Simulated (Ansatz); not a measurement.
BiTe:
```yaml
crystal:
  lattice:
    - [2.42355, 1.39924, 3.31291]
    - [-2.42355, 1.39924, 3.31291]
    - [0.00000, -2.79847, 3.31291]
  atoms:
    - { symbol: Bi, position: [0.50000, 0.50000, 0.50000] }
    - { symbol: Te, position: [0.00000, 0.00000, 0.00000] }
```

Relaxed with PBE. Special points in fractions of this cell's reciprocal vectors: Γ (0.000, 0.000, 0.000); T (0.500, 0.500, 0.500); H2 (0.714, 0.286, 0.500); H0 (0.500, -0.286, 0.286); L (0.500, 0.000, 0.000); S0 (0.393, -0.393, 0.000); S2 (0.607, 0.000, 0.393); F (0.500, 0.000, 0.500).

List the band energies nearest the Fermi level at these points for PBE with spin–orbit coupling in the plane-wave PAW code Ansatz.

In eV from the Fermi level; about four levels below and three above (degenerate sets whole), none deeper than 8.9 eV; points with the same levels are listed once.

| k | below | above |
|---|---|---|
| Γ | -2.33 -2.33 -1.27 -1.27 | 0.88 0.88 3.06 3.06 |
| T | -0.80 -0.80 -0.49 -0.49 | 8.19 8.19 8.56 8.56 |
| H2 | -1.58 -1.58 -0.57 -0.57 | 3.26 3.26 3.86 3.86 |
| L | -0.72 -0.72 -0.06 -0.06 | 0.88 0.88 6.86 6.86 |
| S0 | -3.75 -3.75 -2.67 -2.67 | 1.62 1.62 2.97 2.97 |
| F | -4.46 -4.46 -3.03 -3.03 | 2.49 2.49 2.64 2.64 |

Space group R-3m. The workflow started from a Materials Project entry (that database holds measured and hypothetical structures alike); the Crystallography Open Database copy checked does not list it. COD files the formula under space group No. 164, 225. Its standing as an ambient phase is unchecked. Symmetry was held in the PBE relaxation; its stability against distortions is not shown here. With an odd number of electrons in the cell and no spin polarisation, the count alone makes it a metal.

Potentials: the later of the program's two PAW sets.
